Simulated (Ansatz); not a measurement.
A relaxed structure of Y2Ti2O7. Computed with r2SCAN (plane waves to 500 eV, PAW, scalar-relativistic; Ansatz, a quantum-chemistry and plane-wave program).

```xyz
22
Lattice="0.0000 5.0473 5.0473 5.0473 0.0000 5.0473 5.0473 5.0473 0.0000" Properties=species:S:1:pos:R:3 pbc="T T T"
Y      1.2618     1.2618     1.2618
Y      3.7855     3.7855     1.2618
Y      3.7855     1.2618     3.7855
Y      1.2618     3.7855     3.7855
Ti     6.3091     6.3091     6.3091
Ti     3.7855     3.7855     6.3091
Ti     3.7855     6.3091     3.7855
Ti     6.3091     3.7855     3.7855
O      9.6367     7.5710     7.5710
O      5.5052     7.5710     7.5710
O      7.5710     9.6367     7.5710
O      7.5710     5.5052     7.5710
O      7.5710     7.5710     9.6367
O      7.5710     7.5710     5.5052
O      5.0473     7.1130     5.0473
O      5.0473     2.9816     5.0473
O      7.1130     5.0473     5.0473
O      2.9816     5.0473     5.0473
O      5.0473     5.0473     2.9816
O      5.0473     5.0473     7.1130
O      0.0000     0.0000     0.0000
O      2.5237     2.5237     2.5237
```

Task: Determine the symmetry and give the standard cell with its independent sites.

Result: Space group Fd-3m, origin choice 1 (No. 227); a = b = c = 10.095 Å, α = β = γ = 90.00°

```json
[
 {"atom": "Y", "site": "16d", "symmetry": ".-3m", "x": "0.6250", "y": "0.6250", "z": "0.6250"},
 {"atom": "Ti", "site": "16c", "symmetry": ".-3m", "x": "0.1250", "y": "0.1250", "z": "0.1250"},
 {"atom": "O", "site": "48f", "symmetry": "2.mm", "x": "0.0000", "y": "0.0000", "z": "0.2046"},
 {"atom": "O", "site": "8b", "symmetry": "-43m", "x": "0.5000", "y": "0.5000", "z": "0.5000"}
]
```

Task: Give the shortest distances between elements (the closest pairs, up to four, under 3.6 Å).

Result: O–Ti 1.96 Å; O–Y 2.19 Å; O–O 2.61 Å; Ti–Y 3.57 Å.

| Property | Result |
|---|---|
| Volume per atom | 11.69 Å³ |
| Band gap | 3.28 eV, direct within 0.03 eV (at Γ) (no spin-orbit coupling) |
| Smallest direct gap | 3.30 eV at Γ |

No spin polarisation in the result.

The run could not lose the symmetry of its start.

The first start was generated by placing the elements on the sites of a structure type. A measured structure of Y2Ti2O7 has the same space group, Fd-3m (No. 227); the sites were not compared with it.
